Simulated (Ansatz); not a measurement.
GaN (zinc blende)

```
GaN
1.0
    0.00000     4.49791     4.49791
    2.24896     0.00000     2.24896
    2.24896     2.24896     0.00000
N Ga
2 2
Direct
  0.37500   0.75000   0.75000
  0.87500   0.75000   0.75000
  0.00000   0.00000   0.00000
  0.50000   0.00000   0.00000
```

The atoms are displaced by Q × the pattern below (from a DFPT mode at L = (0.5, 0.0, 0.0), largest move 1; Q in Å), at fixed cell. It is one choice among 2 degenerate patterns. (q is in reciprocal vectors of the primitive cell; the cell shown is doubled to hold the pattern.)

```json
[
 {"atom": "N1", "x": "0.285", "y": "-0.520", "z": "0.805"},
 {"atom": "N2", "x": "-0.285", "y": "0.520", "z": "-0.805"},
 {"atom": "Ga3", "x": "0.046", "y": "-0.084", "z": "0.130"},
 {"atom": "Ga4", "x": "-0.046", "y": "0.084", "z": "-0.130"}
]
```

These are r2SCAN (plane waves to 500 eV, PAW, scalar-relativistic; Ansatz, a program for electronic structure) values and carry that method's errors. k mesh 13×13×13 (Γ-centred), Fermi-Dirac smearing 0.05 eV. The energy includes the smearing's −TS. Stress and pressure are positive under compression. GaN was relaxed with its symmetry unable to fall. ΔE is measured from the undisplaced structure.

```csv
Q (Å),ΔE (meV/cell),−dE/dQ from forces (eV/Å),P (GPa)
-0.280,1605,12.404,13.3
-0.233,1087,9.844,9.1
-0.187,682,7.568,5.8
-0.140,378,5.503,3.2
-0.093,166,3.588,1.4
-0.047,41,1.771,0.4
0.000,0,0.000,0.0
0.047,41,-1.771,0.4
0.093,166,-3.588,1.4
0.140,378,-5.503,3.2
0.187,682,-7.568,5.8
0.233,1087,-9.844,9.1
0.280,1605,-12.404,13.3
```

Key numbers:

The energy at Q = 0.280 Å is 1605 meV/cell. Space group of the distorted cell: P1 (No. 1), lowered from F-43m. Symmetry of the curve: even: the same for both signs. Shape of the curve: a single well with its minimum at or next to zero displacement. Harmonic wavenumber from the curvature (finite differences): 570 cm⁻¹. Wavenumber by perturbation theory (DFPT, on another k mesh): 570 cm⁻¹.

(A displaced cell: forces are minus the slopes of the energy, force constants its curvatures, and phonons follow from these.)
